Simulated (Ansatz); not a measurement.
# Data sheet: Nb$_{3}$Sn (DFT)

Nb₃Sn:
```cif
data_Nb3Sn
_chemical_formula_sum 'Sn1 Nb3'
_space_group_name_H-M_alt 'P 1'
_space_group_IT_number 1
_cell_length_a 4.69048
_cell_length_b 4.69048
_cell_length_c 4.69048
_cell_angle_alpha 60.000
_cell_angle_beta 60.000
_cell_angle_gamma 60.000
loop_
_space_group_symop_operation_xyz
  'x, y, z'
loop_
_atom_site_label
_atom_site_type_symbol
_atom_site_fract_x
_atom_site_fract_y
_atom_site_fract_z
_atom_site_occupancy
Sn1 Sn 0.00000 0.00000 0.00000 1
Nb1 Nb 0.50000 0.50000 0.50000 1
Nb2 Nb 0.25000 0.25000 0.25000 1
Nb3 Nb 0.75000 0.75000 0.75000 1
```

Space group Fm-3m (No. 225); conventional cell a = 6.6333 Å, b = 6.6333 Å, c = 6.6333 Å, α = 90.00°, β = 90.00°, γ = 90.00°.

Method: PBEsol in the plane-wave PAW code Ansatz. The cell and atoms are relaxed at this level. Other levels are named where they apply.

### Cell and energy

```
Item                                                            Value
-----------------------------------------------------  --------------
Volume per atom                                              18.24 Å³
Density                                                    9.04 g/cm³
Formation energy from the elements (no fitted shifts)  -0.023 eV/atom
```

### Electronic structure

```
Quantity                                                                    Value
------------------------------------  -------------------------------------------
Electronic character                                            metallic (no gap)
Density of states at the Fermi level  1.2 states/eV per atom (mean over ±0.08 eV)
Gap with spin–orbit coupling                                      none (metallic)
```

### Mechanics

```
Item                                                                    Value
-------------------------------------  --------------------------------------
Bulk modulus (Birch–Murnaghan fit)                                    175 GPa
Pressure derivative B′                                                    4.2
Elastic constants (relaxed ions, GPa)        C11 = 157, C12 = 184, C44 = 53.6
Mechanical stability                   unstable (C has a negative eigenvalue)
```

### Phonons

```
Quantity                                       Result
-----------------------------  ----------------------
Highest zone-centre frequency                227 cm⁻¹
Zone-centre stability          no imaginary mode at Γ
```

The cell is a constructed one: a structure type filled with these elements; neither database checked (COD, Materials Project) lists it. It is not the phase usual at ambient conditions (space group No. 223). The cell was relaxed with PBEsol under the symmetry of its start. No spin polarisation was allowed. As this level gives no gap, shear constants depend on the k-mesh and smearing (Fermi–Dirac, 0.1 eV here). As this level gives no gap, phonon frequencies hold no LO–TO term and depend on the k-mesh and smearing (Fermi–Dirac, 0.1 eV here). The references are the lowest solids computed at this level, not always the standard phases. Spin–orbit coupling is left out wherever it is not named.

Potentials: the later of the program's two PAW sets.
